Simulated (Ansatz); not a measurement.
Profile along the Ti–Ti line in Ti (hcp, Mg type)

Ti (hcp, Mg type)

```cif
data_Ti2
_chemical_formula_sum 'Ti2'
_space_group_name_H-M_alt 'P63/mmc'
_space_group_IT_number 194
_space_group_name_Hall '-P 6c 2c'
_cell_length_a 2.93900
_cell_length_b 2.93900
_cell_length_c 4.65011
_cell_angle_alpha 90.000
_cell_angle_beta 90.000
_cell_angle_gamma 120.000
loop_
_atom_site_label
_atom_site_type_symbol
_atom_site_symmetry_multiplicity
_atom_site_Wyckoff_symbol
_atom_site_fract_x
_atom_site_fract_y
_atom_site_fract_z
_atom_site_occupancy
Ti1 Ti 2 d 0.66667 0.33333 0.25000 1
```

Fields along a shortest Ti–Ti line of a (1 -1 0 0) plane (2.94 Å), from Ti to Ti, interpolated on the slice's grid (step about 0.2 Å). The numbers are results of PBE (plane waves to 420 eV, PAW, scalar-relativistic; Ansatz, a quantum-chemistry and plane-wave program), not measurements. k mesh 18×18×10. Inside the PAW spheres the values are not all-electron values, and peaks at nuclei hang on which shells count as valence. Ti is run without spin polarisation. Ti was relaxed with its symmetry unable to fall.

| distance from Ti (Å) | valence electron density (e/Å³) | electron localisation function |
|---|---|---|
| 0.00 | 10.24 | x |
| 0.15 | 10.01 | x |
| 0.29 | 8.86 | x |
| 0.44 | 6.57 | x |
| 0.59 | 3.77 | 0.65 |
| 0.73 | 1.64 | 0.53 |
| 0.88 | 0.65 | 0.29 |
| 1.03 | 0.32 | 0.14 |
| 1.18 | 0.23 | 0.14 |
| 1.32 | 0.20 | 0.22 |
| 1.47 | 0.19 | 0.26 |
| 1.62 | 0.20 | 0.22 |
| 1.76 | 0.23 | 0.14 |
| 1.91 | 0.32 | 0.14 |
| 2.06 | 0.65 | 0.29 |
| 2.21 | 1.64 | 0.53 |
| 2.35 | 3.77 | 0.65 |
| 2.50 | 6.57 | x |
| 2.65 | 8.86 | x |
| 2.79 | 10.01 | x |
| 2.94 | 10.24 | x |

x: too close to a nucleus for the ELF to mean much.

Density on the Ti–Ti line (2.94 Å) at its midpoint: 0.19 e/Å³. ELF at that point: 0.3.
